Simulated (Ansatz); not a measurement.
Input:

CdBr2:
```yaml
crystal:
  lattice:
    - [2.00734, 1.15894, 13.13023]
    - [-2.00734, 1.15894, 13.13023]
    - [0.00000, -2.31788, 13.13023]
  atoms:
    - { symbol: Cd, position: [0.00000, 0.00000, 0.00000] }
    - { symbol: Cd, position: [0.50000, 0.50000, 0.50000] }
    - { symbol: Br, position: [0.20629, 0.20629, 0.20629] }
    - { symbol: Br, position: [0.79371, 0.79371, 0.79371] }
    - { symbol: Br, position: [0.62704, 0.62704, 0.62704] }
    - { symbol: Br, position: [0.37296, 0.37296, 0.37296] }
```

This is the r²SCAN-relaxed structure. Tensor components refer to the Cartesian frame of this cell.

Q: All from r²SCAN in the plane-wave PAW code Ansatz, unless another level is named. Estimate the band gap.

A: 3.52 eV (smallest direct gap 3.52 eV).

Q: Give the formation energy from the elements (no fitted shifts).

A: -103 kJ/mol of atoms.

Q: Give the conduction-band minimum.

A: at Γ.

Q: Predict the valence-band maximum.

A: off the standard path, at k = (0.094, 0.193, 0.193).

Space group R-3m. The first step of the workflow began from a Materials Project structure, measured or hypothetical; the Crystallography Open Database files this formula in space group No. 166, but the cells were not matched. Whether it is the stable phase at ambient conditions was not checked. The r²SCAN relaxation kept the symmetry of its start; its stability against distortions is not shown here. A crystal of weakly bound layers computed without a dispersion correction: the cell and the soft elastic constants depend strongly on that. The references are the lowest solids computed at this level, not always the standard phases. Spin–orbit coupling is left out wherever it is not named.

Potentials: the later of the program's two PAW sets.
